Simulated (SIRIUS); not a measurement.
Set-up for a self-consistent single point of TiSi (Pnma, 8 atoms in the cell; from Materials Project mp-7092, changed as shown).

```
CELL_PARAMETERS angstrom
      6.44711     0.00000     0.00000
      0.00000     3.63174     0.00000
      0.00000     0.00000     4.99348
ATOMIC_POSITIONS crystal
  Ti 0.67568 0.25000 0.37178
  Ti 0.32432 0.75000 0.62822
  Ti 0.82432 0.75000 0.87178
  Ti 0.17568 0.25000 0.12822
  Si 0.54393 0.25000 0.85540
  Si 0.45607 0.75000 0.14460
  Si 0.95607 0.75000 0.35540
  Si 0.04393 0.25000 0.64460
```

Computed with PBEsol, GBRV PBEsol ultrasoft pseudopotentials (plane waves; SIRIUS 7.12.0).

SIRIUS settings:

| key | value |
|---|---|
| parameters.ngridk | 3 5 4 |
| parameters.xc_functionals | [XC_GGA_X_PBE_SOL, XC_GGA_C_PBE_SOL] |
| parameters.gk_cutoff | 6.325 1/bohr |
| parameters.pw_cutoff | 14.143 1/bohr |
| parameters.smearing | fermi_dirac |
| parameters.smearing_width | 0.00183747 Ha |
| potentials | GBRV PBEsol ultrasoft pseudopotentials |
| parameters.electronic_structure_method | pseudopotential |
| parameters.num_bands | 38 |
| parameters.num_mag_dims | 0 |
| parameters.num_dft_iter | 100 |
| parameters.energy_tol | 1e-07 Ha |
| parameters.density_tol | 1e-06 |
| mixer.type | anderson |
| mixer.beta | 0.3 |
| mixer.use_hartree | false |

Results:

Number of valence electrons: 64
Number of bands: 38
Number of k-points after the program's reduction: 18
Number of plane waves (most at a k-point): 3396
Number of SCF iterations: 33
FFT grid: 60 × 36 × 45
Free energy E − TS: -7011.3821 eV
Fermi level (on the code's own zero): 13.09 eV
Pressure: -1.32 GPa
Largest force (vector length): 0.126 eV/Å

Forces (eV/Å):
```json
[
 {"atom": "Ti1", "Fx": "-0.053", "Fy": "0.000", "Fz": "0.004"},
 {"atom": "Ti2", "Fx": "0.053", "Fy": "0.000", "Fz": "-0.004"},
 {"atom": "Ti3", "Fx": "0.053", "Fy": "0.000", "Fz": "0.004"},
 {"atom": "Ti4", "Fx": "-0.053", "Fy": "0.000", "Fz": "-0.004"},
 {"atom": "Si5", "Fx": "0.044", "Fy": "0.000", "Fz": "-0.118"},
 {"atom": "Si6", "Fx": "-0.044", "Fy": "0.000", "Fz": "0.118"},
 {"atom": "Si7", "Fx": "-0.044", "Fy": "0.000", "Fz": "-0.118"},
 {"atom": "Si8", "Fx": "0.044", "Fy": "0.000", "Fz": "0.118"}
]
```

Stress (GPa, positive for compression):
```
-0.47   0.00   0.00
 0.00  -1.49   0.00
 0.00   0.00  -2.00
```

For comparison: a first run was changed to give this one (lattice vector a scaled by 0.99), and from it to this one the free energy falls by 1.6 meV/atom, the pressure goes from -2.70 to -1.32 GPa and the largest force goes from 0.146 to 0.126 eV/Å.

The structure comes from a collection of computed structures, made at another level of theory; the collection holds predicted forms beside known ones. No clean gap shows at this smearing width and mesh (spacing up to 0.35 Å⁻¹); the mesh is coarse for partly filled bands, so the values carry mesh errors.

Cost on one core: around 70 core-seconds (rough).
